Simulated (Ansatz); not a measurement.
A run on YTe: DFT, PBEsol, norm-conserving pseudopotentials, Ansatz's default files, scalar-relativistic (Ansatz 0.2.0).

Command: `ansatz run input.yaml --threads 1 --pin off --max-ram 2048MiB --backend cpu --events-out ev --progress --plain --runs-dir out`

```yaml
crystal:
  lattice:
    - [0.0, 3.04, 3.04]
    - [3.04, 0.0, 3.04]
    - [3.04, 3.04, 0.0]
  atoms:
    - { symbol: "Y", position: [0.5, 0.5, 0.5] }
    - { symbol: Te, position: [0.0, 0.0, 0.0] }
kpoints:
  mp_grid: { grid: [12, 12, 12] }
scf:
  occupations: { method: fermi_dirac, width: 0.05 }
hamiltonian:
  xc: pbesol
  pseudopotentials: { kind: nc }
output:
  forces: true
  stress: true
  eigenvalues: true
  efg: { contact_densities: true }
```

Q: How does the run end?

A: It is refused before any iteration. The log ends:
```
Error: output.efg without hamiltonian.pseudopotentials.kind: paw|paw_fr|all_electron or hamiltonian.pseudopotentials.kind: all_electron — the all-electron EFG reconstruction needs the PAW one-centre densities; drop the efg request, or set kind: paw (paw_fr under spin-orbit coupling) (under a functional that reads the kinetic-energy density, kind: paw is refused in some combinations and carries risks of its own in the rest: see hamiltonian.xc for the refusals and hamiltonian.pseudopotentials.kind for the risks, both in the input reference; kind: paw is refused beside gw.static_remainder)
```
